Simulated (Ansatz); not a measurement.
Here is the system:

SnGe:
```xyz
6
Lattice="4.4391 0.0000 0.0000 -2.2195 3.8443 0.0000 0.0000 0.0000 9.5174" Properties=species:S:1:pos:R:3 pbc="T T T"
Sn     2.2170     0.0000     6.3450
Sn    -1.1085     1.9200     3.1725
Sn     1.1110     1.9244     0.0000
Ge     2.2172     0.0000     1.5862
Ge    -1.1086     1.9201     7.9312
Ge     1.1109     1.9242     4.7587
```

This is the PBE-relaxed structure.

Task: All from DFT-PBE in the program Ansatz with PAW potentials, unless another level is named. Give the electronic character.

Result: metallic (no gap).

Task: What about the formation energy from the elements (no fitted shifts)?

Result: 0.16 eV/atom.

Task: What about the density of states at the Fermi level?

Result: 0.07 states/eV per atom (mean over ±0.08 eV).

Space group P6_222. The cell is a constructed one: a structure type filled with these elements; neither database checked (COD, Materials Project) lists it. Its standing as an ambient phase is unchecked. The PBE relaxation kept the symmetry of its start; its stability against distortions is not shown here. The references are the lowest solids computed at this level, not always the standard phases. Scalar-relativistic: spin–orbit coupling is off unless named, which matters more the heavier the elements.

Potentials: the later of the program's two PAW sets.
